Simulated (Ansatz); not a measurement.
SnTe (rock salt)

Space group Fm-3m (No. 225); a = 6.409 Å, b = 6.409 Å, c = 6.409 Å, α = 90.00°, β = 90.00°, γ = 90.00°

```csv
atom,site,symmetry,x,y,z
Te,4a,m-3m,0.0000,0.0000,0.0000
Sn,4b,m-3m,0.5000,0.5000,0.5000
```
(The calculation used a cell of 2 atoms; values per cell refer to that cell.)

This relaxed cell (volume V₀) is scaled evenly in all directions, its shape held. Symmetry pins the atoms to their sites.

Calculation: PBE (plane waves to 420 eV, PAW, scalar-relativistic; Ansatz, a first-principles code). k mesh 13×13×13 (Γ-centred), Fermi-Dirac smearing 0.05 eV. The energy includes the smearing's −TS. SnTe was relaxed with its symmetry unable to fall. Spin-orbit coupling is left out, though Te is heavy. ΔE is measured from the relaxed starting cell.

```
V (Å³/atom)  ΔE (meV/atom)
-----------  -------------
29.618                50.4
30.276                31.0
30.934                16.8
31.593                 7.2
32.251                 1.7
32.909                 0.0
33.567                 1.6
34.225                 6.2
34.884                13.4
35.542                23.1
36.200                34.9
```

What is the fitted pressure derivative B₀′?

4.4.

What bulk modulus B₀ follows from a third-order Birch-Murnaghan fit?

40.5 GPa. Check by three points about V = 32.909 Å³/atom, step 0.658: d²E/dV² ≈ (1.7 − 2·0.0 + 1.6) meV / 0.658² = 0.00762 eV/Å⁶, and V·d²E/dV² × 160.2 = 40.2 GPa.

(Under strain, the slope of the energy per volume gives the stress and its curvature an elastic modulus.)
